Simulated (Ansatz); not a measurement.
Ansatz (a quantum-chemistry and plane-wave program) input:

Ansatz 0.2 input:
```yaml
crystal:
  lattice:
    - [1.7843186782, 1.0301768692, 9.335501671]
    - [-1.7843186782, 1.0301768692, 9.335501671]
    - [0.0, -2.0603537384, 9.335501671]
  atoms:
    - { symbol: Hf, position: [0.8797709844, 0.8797709844, 0.8797709844] }
    - { symbol: Hf, position: [0.1202290156, 0.1202290156, 0.1202290156] }
    - { symbol: N, position: [0.8027982608, 0.8027982608, 0.8027982608] }
    - { symbol: N, position: [0.1972017392, 0.1972017392, 0.1972017392] }
    - { symbol: Cl, position: [0.6108402852, 0.6108402852, 0.6108402852] }
    - { symbol: Cl, position: [0.3891597148, 0.3891597148, 0.3891597148] }
kpoints:
  mp_grid: { grid: [9, 9, 9] }
hamiltonian:
  xc: r2scan
  dispersion: d4
  pseudopotentials: { kind: paw }
scf:
  occupations: { method: fixed }
checkpoint: { read: static.run }
output: { write_density: true, elf: true, volumetric_format: npy }
basis: { fft_grid_basis: typed }
```

Output (shortened):

```
Pseudopotential: Hf, paw, valence charge 26
Pseudopotential: N, paw, valence charge 5
Pseudopotential: Cl, paw, valence charge 7
Functional definition: r2SCAN
Crystal: 6 atoms, lattice volume = 102.961 Å³
Basis set: ecut = 500 eV, 2651 PW (Γ), exchange–correlation on 288×288×288 points (64 copies of the dense FFT grid, shifted against one another)
Bands: 46, of which v1, the nominal top of the filled ones, is band 38 counted from 1 (37 counted from 0)
Symmetry: 12 space group operations
Space group: R-3m (ITA 166), of the structure as read, at distance tolerance 4.7e-5 Å
k-points: 85 of 729
Stability of the state it starts from, as read at its close in the unpolarized treatment …
iter 1 solved again at ethr=1.36e-7 eV; its pass at ethr=3.10e-3 eV (dr2=1.04e-4 eV) is discarded
SCF iter   1: F=—  HF=-34416.068905 eV  |F-HF|=—  |Δ(HF+E_count)|=         —  Δρ=8.13e-7  dr2=7.80e-10  dr2_τ=1.23e-10  ethr=1.36e-7  ⟨swp⟩=4.0  Hψ=23497  notcnv=0  defer=510
preconditioner: auto → Resta (q_TF=auto, 2.594 Å⁻¹)
SCF iter   2: F=—  HF=-34416.069011 eV  |F-HF|=—  |Δ(HF+E_count)|=   1.06e-4  Δρ=3.78e-7  dr2=1.98e-10  dr2_τ=1.12e-10  ethr=1.03e-12  ⟨swp⟩=13.0  Hψ=20018  notcnv=0
SCF iter   3: F=-34416.069011 eV  HF=-34416.069011 eV  |F-HF|=1.46e-11  |Δ(HF+E_count)|=  7.28e-12  Δρ=2.39e-7  dr2=6.95e-11  dr2_τ=1.01e-11  ethr=1.00e-12  ⟨swp⟩=1.0  Hψ=7961  notcnv=0
SCF 1 converged in 3 iterations: F = -34416.069011 eV  dr2 = 6.95e-11
SCF converged after 3 iterations
Free energy (F): -34416.069011 eV
Harris-Foulkes:  -34416.069011 eV  (|F-HF|=1.46e-11)
Internal energy: -34416.069011 eV  (E = F + TS)
E sigma→0 (E₀):  -34416.069011 eV
Fermi energy:    10.413603 eV
--- Per-component energies (eV) ---
  E_band       = -330.246930
  E_kinetic    = 1431.993529
  E_local      = -20211.184008  (includes V_loc(G=0)·N_el)
  E_nonlocal   = -2348.169451
  E_hartree    = 9478.298996
  E_xc         = -896.580966
  E_vxc        = -1027.495884  (∫ρ·V_xc dr)
  E_paw        = -15494.022005  (= ΣΔE_a)
  E_vpaw       = 2815.756613  (= ΣTr[D̂ρ^β])
  E_aug_tail   = 0.000113  (compensation charges beyond the density's cutoff)
  E_vtau       = 52.255063  (kinetic-family band-sum trace: ∫τ·v_τ [+ j·A + Jᵃ·Aᵃ] dr)
  E_ewald      = -6376.207315
  E_disp       = -0.509004  (pairwise vdW)
  E_core_change = 0.311101  (= ΣΔE_core)
  E_smearing   =  0.000000  (= −TS)
  E_closure    = 0.000000  (closes the sum)
  Σ components = -34416.069011   (vs F -34416.069011, Δ=0.00e0)
  [band-id]    e_kinetic+e_local+e_nonlocal+2·e_hartree+e_vxc+e_vpaw+e_augmentation_tail+e_vtau = -330.246034   (vs E_band -330.246930, Δ=8.96e-4)
--- Band table (eV; the first three rows and the last of 85) ---
  k-point 0: bands = ["-52.3983", "-52.3772", "-20.6926", "-20.3616", "-20.3616", "-20.3406", "-20.2969", "-20.2969", "-5.6573", "-5.2405", "-4.0636", "-3.4705", "-0.7967", "-0.7967", "-0.7956", "-0.7873", "-0.7873", "-0.7651", "-0.7625", "-0.7625", …
  k-point 1: bands = ["-52.3965", "-52.3766", "-20.6860", "-20.4186", "-20.3717", "-20.3302", "-20.3237", "-20.3029", "-5.5416", "-5.1705", "-4.0183", "-3.4236", "-0.7991", "-0.7962", "-0.7958", "-0.7853", "-0.7821", "-0.7645", "-0.7643", "-0.7633", …
  k-point 2: bands = ["-52.3919", "-52.3751", "-20.6766", "-20.5232", "-20.3984", "-20.3967", "-20.3261", "-20.3187", "-5.2612", "-5.0031", "-3.8809", "-3.2973", "-0.8018", "-0.7947", "-0.7938", "-0.7809", "-0.7740", "-0.7676", "-0.7655", "-0.7636", …
  k-point 84: bands = ["-52.3965", "-52.3766", "-20.6860", "-20.4186", "-20.3717", "-20.3302", "-20.3237", "-20.3029", "-5.4430", "-5.3047", "-3.9634", "-3.4392", "-0.7991", "-0.7962", "-0.7958", "-0.7853", "-0.7823", "-0.7645", "-0.7641", "-0.7633", …
```

Cost: around 40 core-seconds (rough) on shared cores.

The first step of the workflow began from a Materials Project structure, measured or hypothetical; the Crystallography Open Database copy checked does not list it. Its standing as an ambient phase is unchecked. Symmetry was held in the r²SCAN+D4 relaxation; whether a distortion lowers the energy is not shown. The run is not spin-polarised. Scalar-relativistic: spin–orbit coupling is off unless named, which matters more the heavier the elements.

Potentials: the later of the program's two PAW sets.

Ansatz is a plane-wave DFT program.
